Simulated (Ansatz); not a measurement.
Input:

NbP:
```cif
data_Nb4P4
_chemical_formula_sum 'Nb4 P4'
_space_group_name_H-M_alt 'I41md'
_space_group_IT_number 109
_space_group_name_Hall 'I 4bw -2'
_cell_length_a 3.33983
_cell_length_b 3.33983
_cell_length_c 11.44985
_cell_angle_alpha 90.000
_cell_angle_beta 90.000
_cell_angle_gamma 90.000
loop_
_atom_site_label
_atom_site_type_symbol
_atom_site_symmetry_multiplicity
_atom_site_Wyckoff_symbol
_atom_site_fract_x
_atom_site_fract_y
_atom_site_fract_z
_atom_site_occupancy
Nb1 Nb 4 a 0.00000 0.00000 0.74944 1
P1 P 4 a 0.00000 0.00000 0.16656 1
```
(The calculation used a cell of 4 atoms; values per cell refer to that cell.)

This is the r²SCAN-relaxed structure.

Task: All from r²SCAN (plane waves, PAW; program Ansatz), unless another level is named. Give the electronic character.

Result: no gap, with almost no states at the Fermi level (zero-gap or semimetallic).

Task: Predict the formation energy from the elements (no fitted shifts).

Result: -1.11 eV/atom.

Space group I4_1md. The cell was relaxed with r²SCAN under the symmetry of its start. No spin polarisation was allowed. A small band overlap can be real or an error of a semilocal functional. The references are the lowest solids computed at this level, not always the standard phases. Spin–orbit coupling is left out wherever it is not named.

Potentials: the later of the program's two PAW sets.
